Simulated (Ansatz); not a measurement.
**Al5Co3Ni2 (P4/mmm) at 2 levels of theory**

One geometry, relaxed with PBE; plane waves with PAW potentials in Ansatz, scalar-relativistic. Collinear spin in the rows r2SCAN; the others have none, so their zero moments are imposed. Gaps are the least over mesh and band path; pressure is positive in compression.

```cif
data_structure
_symmetry_space_group_name_H-M 'P4/mmm'
_symmetry_Int_Tables_number 123
_cell_length_a 2.8456
_cell_length_b 2.8456
_cell_length_c 14.5830
_cell_angle_alpha 90.000
_cell_angle_beta 90.000
_cell_angle_gamma 90.000
_cell_volume 118.08
loop_
_atom_site_label
_atom_site_type_symbol
_atom_site_symmetry_multiplicity
_atom_site_Wyckoff_symbol
_atom_site_fract_x
_atom_site_fract_y
_atom_site_fract_z
_atom_site_occupancy
Al1 Al 1 c 0.50000 0.50000 0.00000 1
Al2 Al 2 h 0.50000 0.50000 0.20402 1
Al3 Al 2 h 0.50000 0.50000 0.40145 1
Co1 Co 2 g 0.00000 0.00000 0.30307 1
Co2 Co 1 b 0.00000 0.00000 0.50000 1
Ni1 Ni 2 g 0.00000 0.00000 0.89703 1
```

```csv
level,cutoff (eV),k mesh,gap (eV),pressure (GPa),largest moment (μB)
PBE,420,14×14×4,0,0.0,0.00
```

Question: What comes out on the same cell with r2SCAN?

Answer:
| level | cutoff (eV) | k mesh | gap (eV) | pressure (GPa) | largest moment (μB) |
| --- | --- | --- | --- | --- | --- |
| r2SCAN | 500 | 14×14×4 | 0 | -4.5 | 0.55 |

The state reached may not be the lowest one. Spin polarisation was left out for Al5Co3Ni2 (a zero moment there is imposed), and a magnetic state may lie lower.

The structure comes from a generated guess; another structure or a mixture of phases may lie lower.
